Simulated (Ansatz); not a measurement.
# Property card for ZrPt₃

ZrPt3:
```
CELL_PARAMETERS angstrom
      5.65401     0.00000     0.00000
     -2.82701     4.89652     0.00000
      0.00000     0.00000     4.61745
ATOMIC_POSITIONS crystal
  Pt 0.83594 0.67188 0.25000
  Pt 0.16406 0.83594 0.75000
  Pt 0.32812 0.16406 0.25000
  Pt 0.16406 0.32812 0.75000
  Pt 0.83594 0.16406 0.25000
  Pt 0.67188 0.83594 0.75000
  Zr 0.33333 0.66667 0.25000
  Zr 0.66667 0.33333 0.75000
```

Space group P6_3/mmc (No. 194); conventional cell a = 5.6540 Å, b = 5.6540 Å, c = 4.6174 Å, α = 90.00°, β = 90.00°, γ = 120.00°.

Method: PBEsol (plane waves, PAW; program Ansatz). Geometry: relaxed at this level of theory. Other levels are named where they apply.

### Cell and energy

```json
{
 "volume_per_atom": "15.98 Å³",
 "density": "17.57 g/cm³",
 "Formation energy from the elements (no fitted shifts)": "-1048 meV/atom"
}
```

### Electronic structure

```json
{
 "electronic_character": "metallic (no gap)",
 "Density of states at the Fermi level": "0.12 states/eV per atom (mean over ±0.08 eV)"
}
```

### Mechanics

```json
{
  "Bulk modulus (Birch–Murnaghan fit)": "248 GPa",
  "Pressure derivative B′": "4.9",
  "Elastic constants (relaxed ions, GPa)": "C11 = 405, C12 = 173, C13 = 165, C33 = 416, C44 = 79.1",
  "mechanical_stability": "stable (all eigenvalues of C positive)",
  "hill_bulk_and_shear_moduli": "248 and 101 GPa",
  "Young's modulus": "267 GPa",
  "Poisson's ratio": "0.32",
  "debye_temperature_from_the_elastic_constants": "317 K"
}
```

The start of the workflow was typed in or built on a structure type; the Crystallography Open Database copy checked does not list it. COD files the formula under space group No. 221. Whether it is the stable phase at ambient conditions was not checked. The cell was relaxed with PBEsol under the symmetry of its start; whether a distortion lowers the energy is not shown. The run is not spin-polarised. As this level gives no gap, shear constants depend on the k-mesh and smearing (Fermi–Dirac, 0.1 eV here). Axis ratios of metals converge slowly with the k-mesh, so a and c are less sure than the volume. On the denser mesh and wider smearing of the elastic run this cell carries a stress of 0.4 GPa. The references are the lowest solids computed at this level, not always the standard phases. Scalar-relativistic: spin–orbit coupling is off unless named, which matters more the heavier the elements.

Potentials: the earlier of the program's two PAW sets. The files were generated under PBE; for other functionals the program regenerates the frozen cores, and for LDA and PBEsol the local potential too.
